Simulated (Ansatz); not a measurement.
The cell comes from COD entry 1527719, which wasn't checked; take it as a given geometry.

An input for ScZn: DFT, PBEsol, all-electron LAPW, scalar-relativistic (Ansatz 0.2.0).

Command: `ansatz run input.yaml --threads 1 --pin off --max-ram 3072MiB --backend cpu --events-out ev --progress --plain --runs-dir out` The run took 8.7 s on 1 thread of Intel(R) Xeon(R) 6975P-C (Granite Rapids), with other jobs on the host, peak memory 0.37 GiB.

```yaml
crystal:
  lattice:
    - [3.35, 0.0, 0.0]
    - [0.0, 3.35, 0.0]
    - [0.0, 0.0, 3.35]
  atoms:
    - { symbol: Sc, position: [0.0, 0.0, 0.0] }
    - { symbol: Zn, position: [0.5, 0.5, 0.5] }
kpoints:
  mp_grid: { grid: [10, 10, 10] }
  band_path:
    path:
      - [0.0, 0.0, 0.0]
      - [0.0, 0.5, 0.0]
      - [0.5, 0.5, 0.0]
      - [0.0, 0.0, 0.0]
      - [0.5, 0.5, 0.5]
      - [0.0, 0.5, 0.0]
      - [0.5, 0.5, 0.5]
      - [0.5, 0.5, 0.0]
    npoints: 14
scf:
  occupations: { method: fermi_dirac, width: 0.03 }
hamiltonian:
  xc: pbesol
  pseudopotentials: { kind: all_electron, lapw: { basis_error: 0.0005 } }
output:
  forces: true
  stress: true
  eigenvalues: true
  populations: true
  dos: { projected: true, de: 0.2, e_range: [-14, 8] }
```

Set-up and iterations as logged by Ansatz (the results part is left out, to be predicted):

```
Sc: projections on atomic orbitals take those of the free atom 1s2 2s2 2p6 3s2 3p6 3d1 4s2, of charge +0.00 (hamiltonian.pseudopotentials.projection_atoms)
Zn: projections on atomic orbitals take those of the free atom 1s2 2s2 2p6 3s2 3p6 3d10 4s2, of charge +0.00 (hamiltonian.pseudopotentials.projection_atoms)
LAPW: plane waves up to 7.782 Å⁻¹, error target 5.0e-4 eV per atom; small_component_spin mean_spin; Sc in spheres of 1.444 Å, 11 of its electrons in bands, Dirac shells []; Zn in spheres of 1.457 Å, 20 of its electrons in bands, Dirac shells []
Engine: ansatz 0.2.0
Pseudopotentials: kind: all_electron
Pseudopotential: Sc, LAPW, valence charge 11, Koelling and Harmon's equation, gaussian nucleus
Pseudopotential: Zn, LAPW, valence charge 20, Koelling and Harmon's equation, gaussian nucleus
Functional definition: PBEsol
  exchange = pbesol_x
  correlation = pbesol_c
Crystal: 2 atoms, lattice volume = 37.595 Å³
Basis set: ecut = 230.70876646394777 eV, 305 PW (Γ), exchange–correlation at level 2
Bands: 20, of which v1, the nominal top of the filled ones, is band 16 counted from 1 (15 counted from 0)
Symmetry: 48 space group operations
Space group: Pm-3m (ITA 221), of the structure as read, at distance tolerance 3.4e-5 Å
k-points: 56 of 1000
Non-local potential: Sc, projectors of the file, none
Non-local potential: Zn, projectors of the file, none
Initial density: superposition of atomic densities (chi_scale 0.1, normalization cell, long waves kept (reshape's long-wave potential 0.00 eV rms))
Initial wavefunctions: plane waves of lowest kinetic energy (no species holds an atomic orbital)
Functional: x = pbesol(κ = 0.804, μ = 0.12345679012345678), c = pbesol(β = 0.046)
iter 1 solved again at ethr=1.99e-4 eV; its pass at ethr=1.00e-1 eV (dr2=6.16e-2 eV) is discarded
SCF iter   1: F=—  HF=-69607.152968 eV  |F-HF|=—  |Δ(HF+E_count)|=         —  Δρ=1.54e-2  dr2=6.19e-2  ethr=1.99e-4  ⟨swp⟩=2.9  Hψ=7688  notcnv=0
SCF iter   2: F=—  HF=-69607.098642 eV  |F-HF|=—  |Δ(HF+E_count)|=   5.43e-2  Δρ=8.19e-3  dr2=5.45e-2  ethr=1.99e-4  ⟨swp⟩=3.0  Hψ=3877  notcnv=0
iter 3 solved again at ethr=1.39e-5 eV; its pass at ethr=1.76e-4 eV (dr2=4.32e-3 eV) is discarded
SCF iter   3: F=—  HF=-69606.802171 eV  |F-HF|=—  |Δ(HF+E_count)|=   2.96e-1  Δρ=4.04e-3  dr2=4.32e-3  ethr=1.39e-5  ⟨swp⟩=2.0  Hψ=5950  notcnv=0
SCF iter   4: F=—  HF=-69606.797189 eV  |F-HF|=—  |Δ(HF+E_count)|=   4.98e-3  Δρ=1.92e-3  dr2=1.78e-3  ethr=1.39e-5  ⟨swp⟩=2.0  Hψ=3300  notcnv=0
SCF iter   5: F=—  HF=-69606.796643 eV  |F-HF|=—  |Δ(HF+E_count)|=   5.46e-4  Δρ=3.57e-4  dr2=3.72e-5  ethr=5.74e-6  ⟨swp⟩=2.1  Hψ=3301  notcnv=0
SCF iter   6: F=—  HF=-69606.796646 eV  |F-HF|=—  |Δ(HF+E_count)|=   2.86e-6  Δρ=9.79e-5  dr2=7.28e-6  ethr=1.20e-7  ⟨swp⟩=2.3  Hψ=3316  notcnv=0
SCF iter   7: F=—  HF=-69606.796630 eV  |F-HF|=—  |Δ(HF+E_count)|=   1.56e-5  Δρ=9.35e-6  dr2=4.27e-8  ethr=2.35e-8  ⟨swp⟩=2.3  Hψ=3312  notcnv=0
SCF iter   8: F=-69606.796630 eV  HF=-69606.796630 eV  |F-HF|=7.28e-11  |Δ(HF+E_count)|=   8.09e-9  Δρ=1.35e-6  dr2=3.89e-10  ethr=1.38e-10  ⟨swp⟩=2.8  Hψ=3462  notcnv=0
```

Spin polarisation is left out, and whether a magnetic state lies lower isn't shown here.

Task: What pressure will this run report?

Result: -3.31 GPa (positive in compression).

Task: Is there a band gap?

Result: none: with an odd electron count and no spin polarisation the bands can't all be full, a metal in this set-up (spin order or a larger cell could open a gap).
